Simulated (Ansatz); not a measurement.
input.yaml (Ansatz)

```yaml
crystal:
  lattice:
    - [0.0, 1.9203479386, 1.9203479386]
    - [1.9203479386, 0.0, 1.9203479386]
    - [1.9203479386, 1.9203479386, 0.0]
  atoms:
    - { symbol: Re, position: [0.0, 0.0, 0.0] }
hamiltonian:
  xc: r2scan
  pseudopotentials:
    kind: paw
    azcp:
      Re: "pseudopotentials/Re.paw.azcp"
basis:
  ecutwfc: 500
  fft_grid_basis: typed
kpoints:
  mp_grid: { grid: [16, 16, 16], shift: [0, 0, 0] }
magnetization:
  spin_polarized: false
scf:
  occupations: { method: fermi_dirac, width: 0.1 }
  lower_state_search: "off"
output:
  stress: true
```

Output

```
Engine: ansatz 0.2.0, x86_64-unknown-linux-gnu
Pseudopotentials: kind: paw
Pseudopotential: Re, paw, valence charge 15, recommended cutoff 500 eV (meta_gga) 
Functional definition: r2SCAN
  parameter k0 = 0.174
  parameter k1 = 0.065
  parameter a1 = 4.9479
  exchange = r2scan_x(k0 = k0, k1 = k1, a1 = a1)
  correlation = r2scan_c
Crystal: 1 atoms, lattice volume = 14.163 Å³
Basis set: ecut = 500 eV, 339 PW (Γ), exchange–correlation on 80×80×80 points (64 copies of the dense FFT grid, shifted against one another)
Bands: 12, of which v1, the nominal top of the filled ones, is band 8 counted from 1 (7 counted from 0)
Symmetry: 48 space group operations
Space group: Fm-3m (ITA 225), of the structure as read, at distance tolerance 2.4e-5 Å
k-points: 145 of 4096
Non-local potential: Re, projectors of the file, l = 0: 3, l = 1: 2, l = 2: 2, l = 3: 1
PAW form: soft (Blöchl's): semilocal exchange-correlation on the pseudo side does not see the compensation charge
PAW frozen core: Re, regenerated for the run's functional (the file was generated under x = pbe(κ = 0.804, μ = 0.2195149727645171), c = pbe(β = 0.06672455060314922))
PAW one-centre angular grid: Re, 590 points (default); XC on 160 Gauss nodes
Initial density: superposition of atomic densities (neutral atoms: chi_scale 0, normalization atom), corrected by the library's trained network
Initial wavefunctions: pseudopotential atomic-orbital guess
Functional: x = r2scan, c = r2scan; τ floored in thin density (d = 2e-4 eV/Å³)
SCF iter   1: F=-10880.736440 eV  HF=-10880.720273 eV  |F-HF|=1.62e-2  |Δ(HF+E_count)|=         —  Δρ=9.59e-3  dr2=5.59e-3  dr2_τ=9.64e-2  ethr=1.77e-3  ⟨swp⟩=5.0  Hψ=11091  notcnv=0
SCF iter   2: F=-10880.738380 eV  HF=-10880.737476 eV  |F-HF|=9.04e-4  |Δ(HF+E_count)|=   1.72e-2  Δρ=4.54e-3  dr2=6.28e-4  dr2_τ=2.59e-4  ethr=3.72e-5  ⟨swp⟩=2.1  Hψ=4676  notcnv=0  defer=10
SCF iter   3: F=-10880.738520 eV  HF=-10880.738390 eV  |F-HF|=1.30e-4  |Δ(HF+E_count)|=   9.14e-4  Δρ=1.68e-3  dr2=9.00e-5  dr2_τ=2.14e-5  ethr=4.19e-6  ⟨swp⟩=2.5  Hψ=3043  notcnv=0  defer=10
SCF iter   4: F=-10880.738540 eV  HF=-10880.738540 eV  |F-HF|=2.60e-7  |Δ(HF+E_count)|=   1.50e-4  Δρ=8.01e-5  dr2=1.56e-7  dr2_τ=2.30e-7  ethr=6.00e-7  ⟨swp⟩=2.7  Hψ=2630  notcnv=0  defer=10
iter 5 did not close the SCF: its close was put off for the readings that it lacked (scf_convergence_deferred on its scf_iter line)
SCF iter   5: F=-10880.738540 eV  HF=-10880.738540 eV  |F-HF|=8.90e-9  |Δ(HF+E_count)|=   3.17e-7  Δρ=1.29e-5  dr2=5.21e-9  dr2_τ=2.82e-9  ethr=1.04e-9  ⟨swp⟩=2.3  Hψ=2832  notcnv=0  defer=10
SCF iter   6: F=-10880.738540 eV  HF=-10880.738540 eV  |F-HF|=5.46e-12  |Δ(HF+E_count)|=   1.04e-8  Δρ=5.16e-7  dr2=8.92e-12  dr2_τ=5.26e-12  ethr=3.48e-11  ⟨swp⟩=1.9  Hψ=5678  notcnv=0
SCF 1 converged in 6 iterations: F = -10880.738540 eV  dr2 = 8.92e-12
SCF converged after 6 iterations
Free energy (F): -10880.738540 eV
Harris-Foulkes:  -10880.738540 eV  (|F-HF|=5.46e-12)
Internal energy: -10880.717390 eV  (E = F + TS)
E sigma→0 (E₀):  -10880.727965 eV
Entropy (-TS):   -0.021151 eV (-21.151 meV/atom)
Fermi energy:    25.210671 eV
--- Per-component energies (eV) ---
  E_band       = -71.714471
  E_kinetic    = 544.592880
  E_local      = -726.866361  (includes V_loc(G=0)·N_el)
  E_nonlocal   = 49.228093
  E_hartree    = 263.895348
  E_xc         = -387.930092
  E_vxc        = -342.125665  (∫ρ·V_xc dr)
  E_paw        = -8689.325732  (= ΣΔE_a)
  E_vpaw       = -142.188780  (= ΣTr[D̂ρ^β])
  E_aug_tail   = -0.000035  (compensation charges beyond the density's cutoff)
  E_vtau       = 17.854641  (kinetic-family band-sum trace: ∫τ·v_τ [+ j·A + Jᵃ·Aᵃ] dr)
  E_ewald      = -1933.840621
  E_core_change = -0.470871  (= ΣΔE_core)
  E_smearing   = -0.021151  (= −TS)
  E_closure    = 0.000000  (closes the sum)
  Σ components = -10880.738540   (vs F -10880.738540, Δ=0.00e0)
--- Stress (GPa, compression-positive) ---
       17.113014       0.000000       0.000000
        0.000000      17.113014      -0.000000
        0.000000       0.000000      17.113014
  P = ⅓ Tr σ = 17.1130 GPa (171.130 kbar)
```

Launched by

```sh
ansatz run input.yaml --threads 1 --pin off --max-ram 3584MiB --backend cpu --events-out ev --progress --plain --runs-dir out
```

On 1 thread of Intel(R) Xeon(R) Platinum 8259CL CPU @ 2.50GHz (Skylake/Cascade Lake) (shared host) this took about 5.5 s of wall time and 5.4 s of CPU time.
